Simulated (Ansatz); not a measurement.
The cell below belongs to a search over invented structures; it isn't taken from experiment.

Input and command of a plane-wave DFT calculation in Ansatz:

```yaml
crystal:
  lattice:
    - [5.64176374, 0.0, 0.0]
    - [0.0, 5.64176374, 0.0]
    - [0.0, 0.0, 5.83093003]
  atoms:
    - { symbol: Yb, position: [0.0, 0.0, 0.0] }
    - { symbol: Cu, position: [0.0, 0.5, 0.5] }
    - { symbol: Cu, position: [0.5, 0.0, 0.5] }
    - { symbol: Te, position: [0.73767459, 0.73767459, 0.24475607] }
    - { symbol: Te, position: [0.26232541, 0.26232541, 0.24475607] }
    - { symbol: Te, position: [0.26232541, 0.73767459, 0.75524393] }
    - { symbol: Te, position: [0.73767459, 0.26232541, 0.75524393] }
basis:
  ecutwfc: 420
kpoints:
  mp_grid: { grid: [3, 3, 3] }
hamiltonian:
  xc: pbe
scf:
  occupations: { method: gaussian, width: 0.2 }
  lower_state_search: "off"
output:
  forces: true
  stress: true
  eigenvalues: true
relax:
  adjacent_minimum: "off"
  f_tol: 0.08
  max_steps: 16
  cell: { stress_tol: 0.8 }
```

```bash
ansatz run input.yaml --threads 1 --pin off --max-ram 2560MiB --backend cpu --events-out ev --progress --plain --runs-dir out
```

Processor: AMD EPYC 9R45 96-Core Processor (Zen 5), 1 thread, on a host shared with other jobs.

Problem. Estimate time, memory and problem size.

Solution. About 66 s, peak memory 0.55 GiB. It solves 76 bands at 6 k points (after reduction by symmetry) with about 4321 plane waves (on the last cell), in 181 SCF iterations over 13 ionic steps.
